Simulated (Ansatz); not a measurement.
The relaxed structure here is a generated cell of InSe: the first start was made by placing the elements on the sites of a structure type, and the end was not matched to a known phase here, so it may be hypothetical. Known forms of InSe include space group No. 194.

One stationary structure of InSe. Method: r2SCAN (plane waves to 500 eV, PAW, scalar-relativistic; Ansatz, a first-principles code).

```xyz
8
Lattice="8.2731 0.0000 0.0000 0.0000 8.2731 0.0000 0.0000 0.0000 4.0522" Properties=species:S:1:pos:R:3 pbc="T T T"
In     3.1606     5.1125     0.0000
In     7.2972     7.2972     2.0261
In     0.9759     0.9759     2.0261
In     5.1125     3.1606     0.0000
Se     2.1096     2.1096     0.0000
Se     6.2462     2.0270     2.0261
Se     2.0270     6.2462     2.0261
Se     6.1635     6.1635     0.0000
```

Find the space group and the Wyckoff positions (tolerance 0.01 Å).

Space group P4₂/mnm (No. 136); a = b = 8.2731 Å, c = 4.0522 Å, α = β = γ = 90.00°

```json
[
 {"atom": "In", "site": "4g", "symmetry": "m.2m", "x": "0.1180", "y": "0.1180", "z": "0.5000"},
 {"atom": "Se", "site": "4f", "symmetry": "m.2m", "x": "0.2550", "y": "0.2550", "z": "0.0000"}
]
```

This is the AFLOW prototype AB_tP8_136_g_f (as in BeO).

Give the shortest distances between elements (the closest pairs, up to four, under 3.6 Å).

In–Se 2.58 Å; In–In 2.76 Å.

```json
{
 "volume_per_atom": "34.67 Å³",
 "density": "4.64 g/cm³",
 "band_gap": "zero (metallic)"
}
```

No spin polarisation in the result.

The run could not lose the symmetry of its start: the end is stationary, and may be a saddle point rather than a minimum.
